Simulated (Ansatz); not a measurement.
**Vibrations of Mg (P6_3/mmc) by finite displacements**

```xyz
2
Lattice="3.1907 0.0000 0.0000 -1.5953 2.7632 0.0000 0.0000 0.0000 5.1075" Properties=species:S:1:pos:R:3 pbc="T T T"
Mg    0.0000    1.8421    1.2769
Mg    1.5953    0.9211    3.8307
```

The conventional cell has a = 3.191 Å, b = 3.191 Å, c = 5.108 Å, α = 90.00°, β = 90.00°, γ = 120.00°. Around Mg (atom 1) lie 12 Mg at 3.15 to 3.19 Å.

Computed, not measured; unless marked otherwise by PBEsol, all-electron LAPW in Ansatz 0.2.0, scalar-relativistic. k mesh 12×12×8, Fermi-Dirac smearing of 0.100 eV, basis error target 0.5 meV/atom. The cell was relaxed by PAW under this functional.

Atoms are displaced by 0.01 Å in the smallest supercells that hold the wave vectors of a 2×2×2 mesh. Negative values stand for unstable modes.

(1) What are the phonon energies at the solved wave vectors, in cm⁻¹?

(2) Is the structure dynamically stable at these wave vectors?

(3) How do the optical zone-centre modes decompose, and which are active?

(4) How well do frozen-core PAW files reproduce these all-electron values?

(5) The cell is scaled evenly to 43.679 and 46.381 Å³ (from 45.030), with free atoms relaxed and the shape held, so these aren't the values under hydrostatic pressure. What are the mode Grüneisen parameters γ = −d ln ω/d ln V?

## Answers

(1) 

| q | point | modes (cm⁻¹) |
| --- | --- | --- |
| 0.000 0.000 0.000 | Gamma | 130.8 (×2), 258.7 |
| 0.500 0.000 0.000 | M | 121.8, 140.7, 187.2, 209.8, 223.2, 235.3 |
| 0.000 0.000 0.500 | A | 97.4 (×4), 181.5 (×2) |
| 0.500 0.000 0.500 | L | 156.2 (×2), 160.6 (×2), 248.7 (×2) |

(2) Yes, no mode is unstable there; wave vectors off this mesh aren't tested.

(3) Point group 6/mmm: Γ_opt = E2g + B1g.

```
label   cm⁻¹  activity      mostly
  E2g  130.8     Raman  Mg (100 %)
  B1g  258.7    silent  Mg (100 %)
```

(4) With a cutoff of 420 eV and displacements of 0.0025 Å, the r.m.s. difference over the modes is 0.1 cm⁻¹; the largest difference is 258.9 (PAW) against 258.7 cm⁻¹ (LAPW).

(5) For the highest mode, 272.1 cm⁻¹ in the small cell and 246.0 in the large one give γ ≈ 1.68. From the change of the dynamical matrix on each mode:

| point | cm⁻¹ | γ |
| --- | --- | --- |
| Gamma | 130.8 | 1.19 |
| Gamma | 258.7 | 1.68 |
| M | 121.8 | 1.21 |
| M | 140.7 | 1.49 |
| M | 187.2 | 1.51 |
| M | 209.8 | 1.59 |
| M | 223.2 | 1.69 |
| M | 235.3 | 1.74 |
| A | 97.4 | 1.23 |
| A | 181.5 | 1.73 |
| L | 156.2 | 1.44 |
| L | 160.6 | 1.39 |
| L | 248.7 | 1.67 |

Weighted by the modes' heat capacities at 300 K, the mean on this mesh is 1.49; it moves with the q mesh, and a coarse one overweights the zone boundary.

Keep in mind: responses of metals move with mesh and smearing; the frozen-core PAW files of the compared runs were fitted under PBE, their cores solved anew for this functional.
